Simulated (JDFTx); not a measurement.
```yaml
surface: WSi2(001), Si outermost, slab composition W2Si4
bulk: WSi2, I4/mmm, lattice of mp-1620 (not re-optimised)
slab: 6 atoms in 6 planes, 1x1, 6.5 Å between the outermost planes
in-plane cell: 3.215 × 3.215 Å, 10.33 Å²
cell_height: 22.5 Å
sampling: 6×6×1 k mesh, Fermi smearing 0.01 Ha, no spin polarisation
```

Whether this polymorph is the ambient one wasn't checked.

Final geometry:
```
WSi2(001)
1.0
    3.2147     0.0000     0.0000
    0.0000     3.2147     0.0000
    0.0000     0.0000    22.5000
Si W
4 2
Direct
  0.0000   0.0000   0.3553
  0.0000   0.0000   0.4705
  0.5000   0.5000   0.5295
  0.5000   0.5000   0.6447
  0.5000   0.5000   0.4133
  0.0000   0.0000   0.5867
```

Method: PBE, GBRV ultrasoft potentials, plane waves to 20/100 Ha, in JDFTx (a modified build). Liquid on both sides: soft-sphere model, water, 2 M KCl; nuclei fixed, outer atoms relaxed in vacuum. Potentials are on the SHE scale by the convention U = −μ/e − 4.44 V; references calibrated for a solvation model differ from this value. This is a symmetric, unreconstructed model surface, and the continuum liquid cannot react with it. Convergence in thickness and k mesh wasn't tested for this slab.

**Question.** Predict the potential of zero charge and the surface charge against electrode potential.

**Answer.** The potential of zero charge is -0.37 V vs SHE.

| U (V vs SHE) | μ (eV) | excess electrons per cell | σ (μC/cm², per face) | run |
|---|---|---|---|---|
| -0.95 | -3.49 | 0.182 | -14.1 | fixed potential |
| -0.65 | -3.79 | 0.084 | -6.5 | fixed potential |
| -0.37 | -4.07 | 0.000 | 0.0 | neutral |
